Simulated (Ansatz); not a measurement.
Q: Each is relaxed and computed with the program Ansatz at the HSE06 level (PAW). Which alone has a direct gap?
(A) BP, wurtzite
(B) CaO, rock salt
(C) CaB6, Pm-3m (Ca on 1b, B on 6e)
(D) BAs, wurtzite

A: C, CaB6, Pm-3m (Ca on 1b, B on 6e). CaB6: gap 0.42 eV (direct); BAs: gap 1.77 eV (indirect); BP: gap 1.67 eV (indirect); CaO: gap 5.31 eV (indirect). Not the usual ambient phase: BAs, wurtzite; BP, wurtzite. All cells were relaxed under the symmetry of their starts (and spin orders); stability against distortions was not tested throughout. Spin–orbit coupling is left out wherever it is not named.

Potentials: the later of the program's two PAW sets.
